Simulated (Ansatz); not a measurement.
ZnO:
```
CELL_PARAMETERS angstrom
      3.24967     0.00000     0.00000
     -1.62483     2.81429     0.00000
      0.00000     0.00000     5.22208
ATOMIC_POSITIONS crystal
  Zn 0.66667 0.33333 0.49992
  Zn 0.33333 0.66667 0.99992
  O  0.66667 0.33333 0.88039
  O  0.33333 0.66667 0.38039
```

Relaxed with HSE06.

Problem. Give the Bader charges and basin volumes of the independent atoms, DFT-HSE06 in the program Ansatz with PAW potentials.

Solution. 

```json
[
 {"atom": "Zn1", "Bader charge (e)": "+1.30", "Bader volume (Å³)": "10.5"},
 {"atom": "O3", "Bader charge (e)": "-1.30", "Bader volume (Å³)": "13.4"}
]
```

Space group P6_3mc (wurtzite). Symmetry was held in the HSE06 relaxation.

Potentials: the earlier of the program's two PAW sets.
